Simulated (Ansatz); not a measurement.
The end point of a relaxation of PbS. All values below come from PBE (plane waves to 420 eV, PAW, scalar-relativistic; Ansatz, an electronic-structure program).

```cif
data_PbS
_chemical_formula_sum 'S1 Pb1'
_space_group_name_H-M_alt 'P 1'
_space_group_IT_number 1
_cell_length_a 4.24904
_cell_length_b 4.24904
_cell_length_c 4.24904
_cell_angle_alpha 60.000
_cell_angle_beta 60.000
_cell_angle_gamma 60.000
loop_
_space_group_symop_operation_xyz
  'x, y, z'
loop_
_atom_site_label
_atom_site_type_symbol
_atom_site_fract_x
_atom_site_fract_y
_atom_site_fract_z
_atom_site_occupancy
S1 S 0.00000 0.00000 0.00000 1
Pb1 Pb 0.50000 0.50000 0.50000 1
```

Question: Determine the symmetry and give the standard cell with its independent sites.

Answer: Space group Fm-3m (No. 225); a = 6.0090 Å, b = 6.0090 Å, c = 6.0090 Å, α = 90.00°, β = 90.00°, γ = 90.00°

```
atom  site  symmetry       x       y       z
----  ----  --------  ------  ------  ------
S       4a      m-3m  0.0000  0.0000  0.0000
Pb      4b      m-3m  0.5000  0.5000  0.5000
```

This is the rock salt type.

Question: Give the shortest distances between elements (the closest pairs, up to four, under 3.6 Å).

Answer: Pb–S 3.00 Å.

The volume per atom comes out as 27.12 Å³ and the band gap is 0.50 eV, direct (no spin-orbit coupling).

No spin polarisation in the result. Spin-orbit coupling is missing; with elements this heavy it can move band edges by tenths of an eV or more.

The run could not lose the symmetry of its start.

All atoms sit on sites fixed by symmetry, so only the cell could relax.
